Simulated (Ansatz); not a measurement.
Structure types of Au compared at 170 GPa

Structure types of Au are relaxed in primitive cells with their symmetry kept at 170 GPa, on PAW files; LAPW relaxes the small cells further and takes the PAW cell for the others (marked *). The enthalpy is E + pV at zero temperature, without zero-point motion. Only the types listed were tried, and differences under about 5 meV/atom are mesh noise. The real phase may be another.

All numbers are PBEsol results (scalar-relativistic) from Ansatz 0.2.0, with Fermi–Dirac smearing of 0.08 eV, no spin polarisation. Methods: LAPW: all electrons, basis error target 0.5 meV/atom; PAW: frozen-core files, cutoff 420 eV.

k meshes: fcc 18×18×18, bcc 19×19×19, hcp 17×17×9, dhcp 14×14×4, beta tin 18×18×18, sc 16×16×16.

Spin–orbit coupling is left out, which matters for the heavy atoms. The PAW files were made under PBE.

Question: Which type is lowest in enthalpy, and by how much?

Answer: hcp, 1 meV/atom below fcc, which is within the noise of the k meshes. The whole table:

```json
{"start type": "fcc", "ends as": "fcc, Fm-3m", "a, b, c (Å)": "3.624, 3.624, 3.624", "V (Å³/atom)": "11.90", "H − H(lowest), LAPW (meV/atom)": "0.9", "same, PAW": "1.0"}
{"start type": "bcc", "ends as": "bcc, Im-3m", "a, b, c (Å)": "2.876, 2.876, 2.876", "V (Å³/atom)": "11.89", "H − H(lowest), LAPW (meV/atom)": "36.2", "same, PAW": "35.4"}
{"start type": "hcp", "ends as": "hcp, P6_3/mmc", "a, b, c (Å)": "2.552, 2.552, 4.217", "V (Å³/atom)": "11.89", "H − H(lowest), LAPW (meV/atom)": "0.0", "same, PAW": "0.0"}
{"start type": "dhcp*", "ends as": "dhcp, P6_3/mmc", "a, b, c (Å)": "2.552, 2.552, 8.434", "V (Å³/atom)": "11.89", "H − H(lowest), LAPW (meV/atom)": "2.5", "same, PAW": "2.5"}
{"start type": "beta tin", "ends as": "beta tin, I4_1/amd", "a, b, c (Å)": "4.577, 4.577, 2.399", "V (Å³/atom)": "12.56", "H − H(lowest), LAPW (meV/atom)": "1168.4", "same, PAW": "1165.9"}
{"start type": "sc", "ends as": "sc, Pm-3m", "a, b, c (Å)": "2.348, 2.348, 2.348", "V (Å³/atom)": "12.94", "H − H(lowest), LAPW (meV/atom)": "1793.3", "same, PAW": "1790.4"}
```
